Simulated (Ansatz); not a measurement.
Theory: Ansatz 0.2.0, DFT PBE, scalar-relativistic, plane waves, PAW. Settings: cutoff 420 eV, Γ-centred meshes spaced at most about 0.3 Å⁻¹ (2π included), Gaussian smearing. No spin polarisation in the final relaxations.

These are static total energies at zero pressure.

Two relaxed structures of CeHf₃O₈:

A.

```
Ce Hf O
1.0
     3.47870   -3.51453    0.00000
     3.47870    3.51453    0.00000
     0.00000    0.00000    6.67758
Ce Hf O
1 3 8
Cartesian
  3.4787 0.0000 3.3388
  0.0000 0.0000 5.0504
  0.0000 0.0000 1.6272
  3.4787 0.0000 0.0000
  3.4787 -2.1484 0.0000
  3.4787 -2.2368 3.3388
  4.8629 0.0000 5.1197
  4.8629 0.0000 1.5579
  2.0945 0.0000 5.1197
  2.0945 0.0000 1.5579
  3.4787 2.1484 0.0000
  3.4787 2.2368 3.3388
```

B.

```
Ce Hf O
1.0
    -2.59516    2.59516    5.18658
     2.59516   -2.59516    5.18658
     2.59516    2.59516   -5.18658
Ce Hf O
1 3 8
Cartesian
  0.0000 0.0000 5.1866
  0.0000 2.5952 2.5933
  2.5952 0.0000 2.5933
  0.0000 0.0000 0.0000
  1.2561 1.2561 -1.3338
  1.3390 1.3390 3.8527
  -1.3390 1.3390 6.5204
  1.3390 -1.3390 6.5204
  1.3390 1.3390 6.5204
  1.2561 1.2561 1.3338
  -1.3390 1.3390 3.8527
  1.3390 -1.3390 3.8527
```

Question: Which would you expect to be lower, and how large is the difference?

Answer: A is lower, by 29 meV/atom. A has Ce and Hf ordered on rutile sites, space group Cmmm (No. 65), 13.6 Å³/atom and a gap of 1.81 eV on its mesh; B has Ce and Hf ordered on fluorite sites, space group I4/mmm (No. 139), 11.6 Å³/atom and a gap of 1.96 eV. Counting O atoms around Ce and Hf (those within 1.25 times the shortest such distance or 1.15 times the sum of covalent radii), A has Ce 6, Hf 6 and B has Ce 8, Hf 8. The lower one is the more open, so pressure narrows the difference. In A, around Ce lie 6 O at 2.24–2.26 Å, 2 Hf at 3.34 Å, 4 O at 3.71 Å and 8 Hf at 3.88–3.91 Å; Hf on a site of symmetry mm2 is surrounded by 6 O at 2.10–2.14 Å, 2 Hf at 3.25–3.42 Å, 6 O at 3.78–3.81 Å, 4 Hf at 3.84–3.87 Å and 4 Ce at 3.88–3.91 Å; O on a site of symmetry m2m is surrounded by 3 Hf at 2.12–2.15 Å; 3 more sites not described. In B, Ce has 8 O at 2.32 Å and 12 Hf at 3.67 Å; Hf on a site of symmetry -4m2 has 8 O at 2.23 Å, 4 Ce at 3.67 Å and 8 Hf at 3.67 Å; O has 3 Hf at 2.22–2.23 Å, 1 Ce at 2.32 Å and 6 O at 2.51–2.68 Å; 1 more site not described. Both come from invented guesses. A third cell relaxed alike, in Cm, lies 15 meV/atom below the lower of the two.

Spin–orbit coupling, which can matter for Hf, is left out. Kohn–Sham gaps at this level usually fall short of measured ones. The 4f shell of Ce is treated without a Hubbard U, which places its levels poorly. Cells relaxed within their symmetry can be saddle points.
